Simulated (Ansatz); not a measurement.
# Ba$_{3}$Na: how the energy converges with the cutoff

Ba$_{3}$Na, P1, a = 6.226 Å, b = 6.262 Å, c = 6.285 Å, α, β, γ = 90.6°, 91.9°, 89.5°. Ansatz: PBEsol, PAW, cutoff varied, Γ-centred 6×6×6 mesh on 4 atoms, Gaussian smearing 0.10 eV; no spin polarisation. Single points at one geometry with displaced atoms, the cutoff alone changed; ΔE is the energy at zero smearing over the run at 420 eV. The runs up to 350 eV lie under the cutoff recommended for these PAW datasets.

```tsv
cutoff (eV)	ΔE (meV/atom)
200	1099.40
250	?
300	20.75
350	1.42
```

**Question.** Assume ΔE falls exponentially with the cutoff, fit y = ln ΔE against x, the cutoff in eV, to the other rows, and predict the missing value.

**Answer.** y = 7.003, 3.033, 0.351. Means x = 283.3, y = 3.4623; Σ(Δx)² = 11667, ΣΔxΔy = -509.6; the slope is their ratio. y = 15.84 − 0.04368 x, a factor of ten per 53 eV. At 250 eV this gives ΔE = 137.00 meV/atom. The run gave 174.53, a ratio of 0.78. Between neighbouring rows the decay runs from a factor of ten per 43 eV to one per 63 eV, so one exponential is only a rough guide. The reference at 420 eV isn't the complete basis: by the fit it lies 0.08 meV/atom above it, and every ΔE is lowered by that much, or by more if the decay slows beyond the rows, as it often does.